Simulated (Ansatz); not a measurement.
# Ag (Fm-3m): the size of the finite step

```
Ag
1.0
     0.00000    2.05230    2.05230
     2.05230    0.00000    2.05230
     2.05230    2.05230    0.00000
Ag
1
Direct
  0.00000 0.00000 0.00000
```

The conventional cell has a = 4.105 Å, b = 4.105 Å, c = 4.105 Å, α = 90.00°, β = 90.00°, γ = 90.00°. Around Ag (atom 1) lie 12 Ag at 2.90 Å.

Unless marked otherwise, the numbers come from r²SCAN, PAW on Ansatz 0.2.0's default frozen-core files (fitted under PBE), scalar-relativistic. k mesh 22×22×22, strains of ±0.005, Fermi-Dirac smearing of 0.100 eV, cutoff 500 eV. The cell was relaxed by PAW under this functional.

**Question.** Elastic constants come from stresses at strains of ±0.005 (two-point stencil): C11 = 127.8, C12 = 91.0, C44 = 52.2 GPa. What does an amplitude of 0.08 give?

**Answer.** C11 = 129.9, C12 = 97.4, C44 = 46.6 GPa. A large step picks up anharmonic terms.

Keep in mind: frozen-core PAW files fitted under PBE, their cores solved anew for the functional of the run; responses of metals move with mesh and smearing.
